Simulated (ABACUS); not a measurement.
Input and output of a self-consistent single point for SiNi (Pnma, 8 atoms in the cell; from Materials Project mp-351) (ABACUS).

Method: PBE, PseudoDojo 0.5 standard norm-conserving PBE (tails mended) pseudopotentials (plane waves; ABACUS 3.10.1).

```
SiNi
1.0
    5.14154     0.00000     0.00000
    0.00000     3.32130     0.00000
    0.00000     0.00000     5.56978
Si Ni
4 4
Direct
  0.82109   0.75000   0.58232
  0.17891   0.25000   0.41768
  0.67891   0.25000   0.08232
  0.32109   0.75000   0.91768
  0.50795   0.25000   0.68852
  0.49205   0.75000   0.31148
  0.99205   0.75000   0.18852
  0.00795   0.25000   0.81148
```

Reference input (self-consistent single point, DFT, PBE, plane waves, PseudoDojo 0.5 standard norm-conserving PBE (tails mended) pseudopotentials): KPT = Gamma 3 4 3 0 0 0; basis_type = pw; dft_functional = PBE; ecutwfc = 98 Ry; smearing_method = fd; smearing_sigma = 0.00367493 Ry; potentials = PseudoDojo 0.5 standard norm-conserving PBE (tails mended); symmetry = 1; symmetry_prec = 1e-05; ks_solver = dav_subspace; scf_nmax = 100; scf_thr = 1.0e-09 Ry. This run's input differs from it in these lines:

```diff
@@ -54,3 +54,3 @@
 Gamma
-3 4 3 0 0 0
+1 2 1 0.5 0.5 0.5
```

The program printed (abridged):

```
 SELF-CONSISTENT
 -------------------------------------------
                                 init_chg = atomic

 PW ALGORITHM --------------- ION=   1  ELEC=   1--------------------------------

 Notice: Threshold on eigenvalues was too large.

 Density error is 0.629874336651
                          Error Threshold = 0.000720011120587
 E_KohnSham     -1375.8648372972     -18719.6014650843
 E_Fermi        1.1108702941         15.1141657387

 PW ALGORITHM --------------- ION=   1  ELEC=   2--------------------------------

 Density error is 6.61663560385
                          Error Threshold = 0.000715766291649
   [... lines left out ...]

 Density error is 9.49629886277e-09
                          Error Threshold = 1.01027714547e-10
 E_KohnSham     -1376.2042910209     -18724.2199699343
 E_Fermi        1.1354045164         15.4479709578

 PW ALGORITHM --------------- ION=   1  ELEC=   9--------------------------------

 Density error is 3.75629168408e-11
                          Error Threshold = 1.07912487077e-11
 E_KohnSham     -1376.2042910221     -18724.2199699504
 E_KS(sigma->0) -1376.2042871382     -18724.2199171079
 E_entropy(-TS) -0.0000077677        -0.0001056850
 E_Fermi        1.1354079206         15.4480172751
 charge density convergence is achieved
 final etot is -18724.21997 eV
 EFERMI = 15.448017275 eV

 STATE ENERGY(eV) AND OCCUPATIONS    NSPIN == 1
   [... 51 lines left out ...]

 TOTAL-FORCE (eV/Angstrom)
                       Si1         0.4519646297         0.0000000000         0.0168747004
                       Si2        -0.4519646297         0.0000000000        -0.0168747004
                       Si3        -0.4519646297         0.0000000000         0.0168747004
                       Si4         0.4519646297         0.0000000000        -0.0168747004
                       Ni1        -0.1010484248         0.0000000000         0.1421723304
                       Ni2         0.1010484248         0.0000000000        -0.1421723304
                       Ni3         0.1010484248         0.0000000000         0.1421723304
   [... lines left out ...]

 TOTAL-STRESS (KBAR)
      -130.8672081496        -0.0000000000         0.0000000000
        -0.0000000000       453.4048492020         0.0000000000
         0.0000000000         0.0000000000       -79.8718694712
 TOTAL-PRESSURE: 80.888591 KBAR

 --------------------------------------------
 !FINAL_ETOT_IS -18724.2199699503908050 eV
 --------------------------------------------
```

The run converged in 9 iterations. Against the reference run the free energy goes up by 432 meV/atom, the pressure goes from 5.45 to 8.09 GPa and the largest force goes from 0.096 to 0.452 eV/Å.

The run has no spin polarisation, so moments on Ni cannot form. A shifted mesh samples other points: it can miss Γ, where band edges often lie, and can lower the symmetry, which leaves small forces and shears. This run is one point of a test of settings, so its values need not be converged; read them against the reference run alone. The structure comes from a collection of computed structures, made at another level of theory; the collection holds predicted forms beside known ones. With one or two k-points the zone of this small cell is coarsely sampled: energies, forces and stress carry that error and can break the symmetry, so a converged loop does not mean converged values.

“Tails mended”: in these copies of the files the far tail of each local potential was reset to the Coulomb form.
